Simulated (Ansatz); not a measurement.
Computed with DFT PBE, scalar-relativistic, plane waves, PAW (Ansatz 0.2.0). Settings: cutoff 420 eV, Γ-centred meshes spaced at most about 0.3 Å⁻¹, and about 0.25 Å⁻¹ or finer for metals (2π included), Gaussian smearing. No spin polarisation in the final relaxations.

Each of these unrelaxed guesses is relaxed in cell and atoms within its symmetry. A guess keeps its type if space group and coordination stay and the shape of the cell changes little (axis ratios within about 15 %, angles within 6°); the volume may change.

1. Si5O

```
Si O
1.0
    -2.46945    2.46945    2.61910
     2.46945   -2.46945    2.61910
     2.46945    2.46945   -2.61910
Si O
5 1
Direct
  0.50000 0.50000 0.50000
  0.00000 0.00000 0.50000
  0.50000 0.00000 0.00000
  0.00000 0.50000 0.00000
  0.00000 0.00000 0.00000
  0.50000 0.50000 0.00000
```

2. ZnCd2Se3

```
Zn Cd Se
1.0
     6.52807    0.00000    0.00000
    -3.26404    5.65348    0.00000
     0.00000    0.00000    3.82710
Zn Cd Se
1 2 3
Cartesian
  0.0000 0.0000 1.9135
  3.2640 1.8845 1.9135
  0.0000 3.7690 1.9135
  -1.6320 2.8267 0.0000
  1.6320 2.8267 0.0000
  3.2640 0.0000 0.0000
```

3. ZrSnTe4

```
Zr Sn Te
1.0
     0.00000    4.40030    4.40030
     4.40030    0.00000    4.40030
     4.40030    4.40030    0.00000
Zr Sn Te
1 1 4
Direct
  0.25000 0.25000 0.25000
  0.00000 0.00000 0.00000
  0.62532 0.62532 0.62532
  0.62532 0.62532 0.12405
  0.62532 0.12405 0.62532
  0.12405 0.62532 0.62532
```

4. B2C3

```
B C
1.0
     3.58040    0.00000    0.00000
    -1.79020    3.10072    0.00000
     0.00000    0.00000    4.34272
B C
2 3
Direct
  0.66667 0.33333 0.85756
  0.33333 0.66667 0.14244
  0.66667 0.33333 0.36004
  0.33333 0.66667 0.63996
  0.00000 0.00000 0.00000
```

Problem. Which guesses survive the relaxation?

Solution. Guesses 1, 2 and 3 keep their type.

```tsv
guess	kept	start group	end group	V start (Å³/atom)	V end	b/a and c/a, end over start	nearest neighbours start	nearest neighbours end
1	yes	I4/mmm	I4/mmm	10.6	15.1	1.00, 1.09	O 8, Si 8	O 8, Si 8
2	yes	P6/mmm	P6/mmm	23.5	27.5	1.00, 0.99	Cd 6, Se 4, Zn 20	Cd 6, Se 4, Zn 20
3	yes	F-43m	F-43m	28.4	28.9	1.00, 1.00	Sn 16, Te 6, Zr 16	Sn 16, Te 6, Zr 16
4	no	P-3m1	P-3m1	9.6	6.1	1.00, 1.66	B 11, C 6/8	B 4, C 4/6
```

Neighbours count within 15 % of an atom's shortest distance; end groups are read at 0.02 Å (0.05 Å in metals).

Spin–orbit coupling, which can matter for Te, is left out. A magnetic state wasn't ruled out in cells without spin, among them ZnCd2Se3 P6/mmm. Cells relaxed within their symmetry can be saddle points.

In counts of neighbours, a slash parts the counts of unlike sites.
